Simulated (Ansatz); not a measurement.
**Rb (P6_3/mmc), clamped-ion strain scan**

Method: DFT LDA, scalar-relativistic, plane waves, PAW in Ansatz 0.2.0. Cutoff 420 eV, Γ-centred 12×12×6 k-points, Gaussian smearing of 0.15 eV. No spin polarisation. Energies are free energies at this smearing, counted from the undisturbed cell; pressure is positive in compression.

Zero of the scan (as given, not relaxed at this level; it stands at -0.5 GPa; this form isn't the usual structure):

```
CELL_PARAMETERS angstrom
5.08821 0.00000 0.00000
-2.54410 4.40652 0.00000
0.00000 0.00000 8.44206
ATOMIC_POSITIONS crystal
Rb 0.33333 0.66667 0.25000
Rb 0.66667 0.33333 0.75000
```

The cell is strained by ε times the Voigt pattern (1, 0, 0, 0, 0, 0) (xx, yy, zz, yz, xz, xy; engineering shear) with fractional coordinates fixed. The cell is metallic on the mesh throughout.

```
      ε  ΔE (meV/atom)
-0.1000          -14.8
-0.0750          -13.9
-0.0500          -10.9
 0.0000            0.0
 0.0250            7.3
 0.0750           24.4
 0.1000           33.9
```

Problem. Predict the pressure (GPa) at each point.

Solution.
```csv
ε,pressure (GPa)
-0.1000,-0.2
-0.0750,-0.3
-0.0500,-0.4
0.0000,-0.5
0.0250,-0.5
0.0750,-0.6
0.1000,-0.6
```